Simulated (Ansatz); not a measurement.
**Zone-centre phonons of HgTe at -0.5 GPa: input and output**

Computed with DFT PBEsol, scalar-relativistic, plane waves, PAW in Ansatz 0.2.0.

Launched with:
```bash
ansatz run input.yaml --threads 4 --pin off --max-ram 12288MiB --backend cpu --events-out ev --progress --plain --runs-dir out
```

Input (bare energies are in eV):
```yaml
crystal:
  lattice:
    - [0.0, 3.2676, 3.2676]
    - [3.2676, 0.0, 3.2676]
    - [3.2676, 3.2676, 0.0]
  atoms:
    - { symbol: Hg, position: [0.0, 0.0, 0.0] }
    - { symbol: Te, position: [0.25, 0.25, 0.25] }
basis:
  ecutwfc: 420
kpoints:
  mp_grid: { grid: [8, 8, 8] }
hamiltonian:
  xc: pbesol
scf:
  occupations: { method: fermi_dirac, width: 0.15 }
output:
  eigenvalues: true
phonons:
  method: dfpt
  eigenvectors: true
```

The end of the output:
```
--- Phonons (Γ-DFPT): 2 representative perturbations + reference, on 59 of 512 k-points (Σ response iterations 6) ---
  k mesh reduced under 8 symmetry operations, with k and −k counted as one. Each operation leaves every solved displacement unchanged or reverses it
  ASR residual: 1.918e-4 → 0.000e0 eV/Å²; symmetrization residual: 3.616e-5 eV/Å²
  ASR residual per site (eV/Å²): 1.23e-4 1.92e-4
  Γ frequencies (cm⁻¹): 0.00 0.00 0.00 105.82 105.82 105.82
  non-analytic LO–TO correction: not included (Born effective charges unavailable; polar crystals: no LO–TO splitting at Γ)
```

It took 8.1 s on 4 threads of Intel(R) Xeon(R) Platinum 8375C CPU @ 2.90GHz (Ice Lake), with other jobs on the host, peak memory 0.65 GiB.

The cell is the ideal cubic zincblende prototype. Without a gap, frequencies and elastic constants depend on the k mesh and the smearing, soft modes and shear constants most. Spin–orbit coupling is left out, which can shift energies with elements as heavy as these.

The bands only touch here, so at this level the crystal is a zero-gap semiconductor or semimetal, not an ordinary metal; spin–orbit coupling, left out, moves these levels but leaves zinc-blende mercury chalcogenides without a gap.